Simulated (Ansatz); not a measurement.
The relaxed structure here is a generated cell of Mo: the first start was made by a random draw of sites in a space group, and the end was not matched to a known phase here, so it may be hypothetical. Known forms of Mo include space group No. 229.

A relaxed cell of Mo (Pm-3m (No. 221)), relaxed on a k-mesh at least as fine as the one used below. Level of theory: PBE (plane waves to 420 eV, PAW, scalar-relativistic; Ansatz, a first-principles code). Γ-centred k-mesh 6×12×12 on the run's cell (coarser than for final values), Fermi–Dirac smearing 0.05 eV.

```
CELL_PARAMETERS angstrom
      5.19785     0.00000     0.00000
      0.00000     2.59893     0.00000
      0.00000     0.00000     2.59893
ATOMIC_POSITIONS crystal
  Mo 0.25000 0.50000 0.50000
  Mo 0.75000 0.50000 0.50000
```

The atoms are displaced by (Å):

```csv
atom,ux,uy,uz
Mo1,0.111,-0.110,-0.005
Mo2,-0.138,-0.067,-0.028
```

### Question
What forces (eV/Å) and pressure result?

### Answer
```csv
atom,Fx,Fy,Fz
Mo1,-2.89,-0.19,0.10
Mo2,2.89,0.19,-0.10
```

Pressure +7.4 GPa.

The undisplaced cell is probably no minimum: from this displacement the run went on to Im-3m (No. 229), 1.15 eV/atom below it.

No spin polarisation in the result.
